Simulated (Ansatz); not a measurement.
## Au: two-dimensional strain map

All numbers below come from Ansatz, DFT PBEsol, scalar-relativistic, plane waves, PAW. Cutoff 420 eV, Γ-centred 26×26×26 k-points, Gaussian smearing of 0.15 eV. Spin–orbit coupling is left out, which can shift energies with elements as heavy as these. No spin polarisation. Energies are free energies at this smearing, counted from the undisturbed cell; pressure is positive in compression.

Zero of the scan (relaxed at this level; with this scan's settings it stands at 0.2 GPa; this bcc form isn't the usual structure):

```xyz
1
Lattice="-1.6211 1.6211 1.6211 1.6211 -1.6211 1.6211 1.6211 1.6211 -1.6211" Properties=species:S:1:pos:R:3 pbc="T T T"
Au    0.0000    0.0000    0.0000
```

The cell is strained by p along both x and y and by q along z, fractional coordinates fixed. Points are written (p, q).

Energy above the undisturbed cell in meV/atom (a dash: not computed):

```csv
p \ q,-0.050,-0.025,0.000,0.025,0.050
-0.050,268.4,179.9,112.1,?,26.7
-0.025,111.0,60.0,?,?,?
0.000,26.3,6.5,0.0,4.8,19.1
0.025,-1.7,3.9,20.2,44.9,76.7
0.050,14.2,40.5,75.1,115.9,161.6
```

(1) Fill in the withheld energies.

Answers

(1) (-0.050, 0.025): 61.8; (-0.025, 0.000): 26.0; (-0.025, 0.025): 6.2; (-0.025, 0.050): -1.5.